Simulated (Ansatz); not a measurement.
Below is a relaxed structure of Mg2Cd3Te. The cell was found from a structure generator's guess, not taken from experiment.

All numbers below come from Ansatz, DFT PBE, scalar-relativistic, plane waves, PAW. Cutoff 420 eV, Γ-centred mesh, Gaussian smearing, no spin polarisation.

```cif
data_structure
_symmetry_space_group_name_H-M 'P 1'
_symmetry_Int_Tables_number 1
_cell_length_a 5.7192
_cell_length_b 5.7192
_cell_length_c 8.1392
_cell_angle_alpha 90.000
_cell_angle_beta 90.000
_cell_angle_gamma 120.000
_cell_volume 230.56
loop_
_atom_site_label
_atom_site_type_symbol
_atom_site_fract_x
_atom_site_fract_y
_atom_site_fract_z
_atom_site_occupancy
Mg1 Mg 0.00000 0.00000 0.68062 1
Mg2 Mg 0.00000 0.00000 0.31938 1
Cd1 Cd 0.50000 0.00000 0.50000 1
Cd2 Cd 0.00000 0.50000 0.50000 1
Cd3 Cd 0.50000 0.50000 0.50000 1
Te1 Te 0.00000 0.00000 0.00000 1
```

Energies over the elements count from the elements' standard structures at the same level, with no fitted energy shifts.

Question: What space group does it have?

Answer: P6/mmm (No. 191). Conventional cell: a = 5.719 Å, c = 8.139 Å. Mg is surrounded by 1 Te at 2.60 Å, 1 Mg at 2.94 Å and 6 Cd at 3.22 Å; Cd has 4 Cd at 2.86 Å and 4 Mg at 3.22 Å; Te is surrounded by 2 Mg at 2.60 Å.

Question: How far does it lie from the elements in energy?

Answer: +0.10 eV/atom. A positive value: parting into the elements would lower its energy.

Question: Is it a metal?

Answer: Yes, bands cross the Fermi level on the 12×12×6 mesh.

The last run used a 12×12×6 mesh (in the run's order of axes) for its 6-atom cell and Gaussian smearing of 0.10 eV. These runs have no spin–orbit coupling, which can matter for Te. The reference form of Te is held partly by dispersion forces, which this level lacks. Symmetry constrained the relaxation, so the result can be a saddle point. Another cell of Mg2Cd3Te relaxed alike, in P6mm, lies 93 meV/atom lower, so this cell isn't the stable form at this level.
